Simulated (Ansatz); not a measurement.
# SrSb$_{2}$Pt$_{4}$: relaxation (Ansatz)

The command:

```bash
ansatz run input.yaml --threads 2 --pin off --max-ram 2560MiB --backend cpu --events-out ev --progress --plain --runs-dir out
```

The input file (Ansatz 0.2.0, plane waves):

```yaml
crystal:
  lattice:
    - [4.583561, 0.0, 0.0]
    - [-2.291781, 3.969484, 0.0]
    - [0.0, -2.646319, 8.066967]
  atoms:
    - { symbol: Sr, position: [0.0, 0.0, 0.0] }
    - { symbol: Pt, position: [0.14193, 0.28386, 0.42579] }
    - { symbol: Pt, position: [0.85807, 0.71614, 0.57421] }
    - { symbol: Pt, position: [0.43502, 0.87004, 0.30506] }
    - { symbol: Pt, position: [0.56498, 0.12996, 0.69494] }
    - { symbol: Sb, position: [0.25457, 0.50914, 0.76371] }
    - { symbol: Sb, position: [0.74543, 0.49086, 0.23629] }
  symmetry: { tolerance: 0.0003 }
kpoints:
  mp_grid: { grid: [6, 6, 6], shift: [0, 0, 0] }
magnetization:
  spin_polarized: false
scf:
  occupations: { method: fermi_dirac }
  lower_state_search: "off"
hamiltonian:
  pseudopotentials: { kind: paw }
  xc: r2scan
basis:
  ecutwfc: 500
  fft_grid_basis: typed
relax:
  max_steps: 80
output:
  forces: true
  stress: true
  eigenvalues: true
  bader: true
  populations: true
  elf: true
  write_potential: true
  volumetric_format: npy
  dos:
    e_range: [-12, 8]
    de: 0.05
    projected: { site_lists: { Pt: [Pt], Sb: [Sb], Sr: [Sr] } }
checkpoint:
  read: saved_state
```

Origin of the cell: a known structure type with other elements, at an estimated volume, so it need not be a known compound.

The smearing width isn't typed, so it takes its default of 0.1 eV.

The saved state is a converged single point of the same cell.

Steps:

```csv
step,ΔF (meV/atom),max force component (eV/Å),SCF iterations,step was
1,0.0,1.000,7,accepted
2,0.9,1.188,8,rejected
3,-15.6,0.142,9,accepted
4,-16.3,0.025,7,accepted
5,-16.3,0.004,7,accepted
```

Step 1, with forces in eV/Å:

```xyz
7
Lattice="4.584 0.000 0.000 -2.292 3.969 0.000 0.000 -2.646 8.067" Properties=species:S:1:pos:R:3:forces:R:3 pbc="T T T" step=1
Sr    0.000    0.000    0.000    0.000    0.000    0.000
Pt    0.000    0.000    3.435    0.000    0.000    0.364
Pt    2.292    1.323    4.632    0.000    0.000   -0.364
Pt    0.000    2.646    2.461    0.000    0.000   -0.017
Pt    2.292   -1.323    5.606    0.000    0.000    0.017
Sb    0.000    0.000    6.161    0.000    0.000   -1.000
Sb    2.292    1.323    1.906    0.000    0.000    1.000
```

Step 3, with forces in eV/Å:

```xyz
7
Lattice="4.584 0.000 0.000 -2.292 3.969 0.000 0.000 -2.646 8.067" Properties=species:S:1:pos:R:3:forces:R:3 pbc="T T T" step=3
Sr    0.000    0.000    0.000    0.000    0.000    0.000
Pt    0.000    0.000    3.453    0.000    0.000   -0.142
Pt    2.292    1.323    4.614    0.000    0.000    0.142
Pt    0.000    2.646    2.459    0.000    0.000   -0.022
Pt    2.292   -1.323    5.608    0.000    0.000    0.022
Sb    0.000    0.000    6.065    0.000    0.000   -0.037
Sb    2.292    1.323    2.002    0.000    0.000    0.037
```

Step 4, with forces in eV/Å:

```xyz
7
Lattice="4.584 0.000 0.000 -2.292 3.969 0.000 0.000 -2.646 8.067" Properties=species:S:1:pos:R:3:forces:R:3 pbc="T T T" step=4
Sr    0.000    0.000    0.000    0.000    0.000    0.000
Pt    0.000    0.000    3.428    0.000    0.000    0.007
Pt    2.292    1.323    4.639    0.000    0.000   -0.007
Pt    0.000    2.646    2.449    0.000    0.000   -0.025
Pt    2.292   -1.323    5.618    0.000    0.000    0.025
Sb    0.000    0.000    6.049    0.000    0.000   -0.006
Sb    2.292    1.323    2.018    0.000    0.000    0.006
```

Step 5, with forces in eV/Å:

```xyz
7
Lattice="4.584 0.000 0.000 -2.292 3.969 0.000 0.000 -2.646 8.067" Properties=species:S:1:pos:R:3:forces:R:3 pbc="T T T" step=5
Sr    0.000    0.000    0.000    0.000    0.000    0.000
Pt    0.000    0.000    3.427    0.000    0.000    0.003
Pt    2.292    1.323    4.640    0.000    0.000   -0.003
Pt    0.000    2.646    2.440    0.000    0.000   -0.004
Pt    2.292   -1.323    5.627    0.000    0.000    0.004
Sb    0.000    0.000    6.047    0.000    0.000   -0.003
Sb    2.292    1.323    2.020    0.000    0.000    0.003
```

```yaml
Free_energy_lowered_by: 16.3 meV/atom
Final_pressure: -1.55 GPa
Relaxation_steps_listed: 5
Gap_on_the_mesh: none (metal)
```

Caveats: no moments, though an odd count or open d shells may carry them; no spin-orbit coupling, though heavy elements are present; the SCF threshold is looser than advised for a stress; the relaxation held the start's symmetry, so the end may be a saddle point.

The run took 3.2 min on 2 threads of Arm Neoverse V1, on a shared host, peak memory 1.1 GiB, from a saved density.
